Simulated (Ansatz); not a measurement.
Consider the following.

InPd2:
```cif
data_In4Pd8
_chemical_formula_sum 'In4 Pd8'
_space_group_name_H-M_alt 'P 1'
_space_group_IT_number 1
_cell_length_a 5.66671
_cell_length_b 4.22354
_cell_length_c 8.28427
_cell_angle_alpha 90.000
_cell_angle_beta 90.000
_cell_angle_gamma 90.000
loop_
_space_group_symop_operation_xyz
  'x, y, z'
loop_
_atom_site_label
_atom_site_type_symbol
_atom_site_fract_x
_atom_site_fract_y
_atom_site_fract_z
_atom_site_occupancy
In1 In 0.82308 0.25000 0.60050 1
In2 In 0.17692 0.75000 0.39950 1
In3 In 0.67692 0.75000 0.10050 1
In4 In 0.32308 0.25000 0.89950 1
Pd1 Pd 0.93062 0.25000 0.27023 1
Pd2 Pd 0.06938 0.75000 0.72977 1
Pd3 Pd 0.56938 0.75000 0.77023 1
Pd4 Pd 0.43062 0.25000 0.22977 1
Pd5 Pd 0.65696 0.75000 0.42814 1
Pd6 Pd 0.34304 0.25000 0.57186 1
Pd7 Pd 0.84304 0.25000 0.92814 1
Pd8 Pd 0.15696 0.75000 0.07186 1
```

This is the r²SCAN-relaxed structure.

All from plane-wave PAW r²SCAN (Ansatz code), unless another level is named. Give the density of states at the Fermi level.

0.42 states/eV per atom (mean over ±0.08 eV).

And the formation energy from the elements (no fitted shifts)?

-0.57 eV/atom.

Space group Pnma. The workflow started from a Materials Project entry (that database holds measured and hypothetical structures alike); the Crystallography Open Database copy checked does not list it. Its standing as an ambient phase is unchecked. Symmetry was held in the r²SCAN relaxation; its stability against distortions is not shown here. The run is not spin-polarised. The references are the lowest solids computed at this level, not always the standard phases. Scalar-relativistic: spin–orbit coupling is off unless named, which matters more the heavier the elements.

Potentials: the later of the program's two PAW sets.
